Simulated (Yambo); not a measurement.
Yambo run on RbCaH3 (cubic perovskite, space group Pm-3m, No. 221). The wavefunctions are PBEsol (pw.x of Quantum ESPRESSO, ONCV potentials, without SOC) ones on a 4×4×4 mesh (11 occupied bands); a = b = c = 4.5210 Å, α = β = γ = 90.00°.

Yambo input:

```
rim_cut
HF_and_locXC
RandQpts= 1000000
RandGvec= 1 Ry
EXXRLvcs= 72 Ry
VXCRLvcs= 288 Ry
% QPkrange
 1 | 1 | 11 | 12 |
 3 | 3 | 11 | 12 |
 6 | 6 | 11 | 12 |
 10 | 10 | 11 | 12 |
%
```

k points by index: 1 = Γ, 3 = X, 6 = M, 10 = R.

Resulting energies as the program prints them:

```
#    K-point    Band    Eo [eV]    Ehf [eV]    Vxc [eV]    Vnlxc [eV]
#
    1    11    -0.379738    -3.910361    -10.63284    -14.16347
    1    12    6.107476    13.14120    -13.01103    -5.977301
    3    11    -0.133927    -3.597182    -10.96066    -14.42392
    3    12    5.608735    12.20864    -12.21730    -5.617390
    6    11    0.000000    -3.694917    -10.61310    -14.30802
    6    12    3.078470    7.572264    -8.381096    -3.887301
    10    11    -0.202908    -3.934895    -10.27684    -14.00883
    10    12    4.378942    9.700950    -10.16699    -4.844980
```
Exchange alone, without screening.

Geometry of the Materials Project entry, not relaxed at this level.
